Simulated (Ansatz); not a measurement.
Polymorphs of Ge2Mo, each relaxed with DFT-r²SCAN in the program Ansatz with PAW potentials:

A: Fddd
a = 4.784 Å, b = 8.678 Å, c = 8.853 Å, α = β = γ = 90.00°

```
atom  site  symmetry       x       y       z
----  ----  --------  ------  ------  ------
Ge     16g       ..2  0.0000  0.0000  0.1609
Mo      8b       222  0.5000  0.5000  0.5000
```

B: MoSi2 or CaC2 type (I4/mmm)
a = 3.319 Å, b = 3.319 Å, c = 8.191 Å, α = 90.00°, β = 90.00°, γ = 90.00°

```
atom  site  symmetry       x       y       z
----  ----  --------  ------  ------  ------
Ge      4e       4mm  0.0000  0.0000  0.3384
Mo      2a     4/mmm  0.0000  0.0000  0.0000
```

C: Pnma
a = 6.351 Å, b = 3.460 Å, c = 8.575 Å, α = β = γ = 90.00°

```tsv
atom	site	symmetry	x	y	z
Ge	4c	.m.	0.4366	0.2500	0.1314
Ge	4c	.m.	0.1352	0.7500	0.0404
Mo	4c	.m.	0.2498	0.7500	0.3290
```

### Question
Put the candidates in order of energy per atom at 0 K, lowest first, for r²SCAN.

### Answer
C (+0 meV/atom), B (+47 meV/atom), A (+149 meV/atom)

Constructed cells (a structure type filled with these elements, in neither database checked): A. Standing as an ambient phase not checked: B; C. All cells were relaxed under the symmetry of their starts (and spin orders); stability against distortions was not tested throughout. Rows with no word on spin ran without spin polarisation. Scalar-relativistic: spin–orbit coupling is off unless named, which matters more the heavier the elements.

Energies hold the estimated change up to a 700 eV cutoff; steps of a few meV lie near the error of the meshes.

Potentials: the later of the program's two PAW sets.
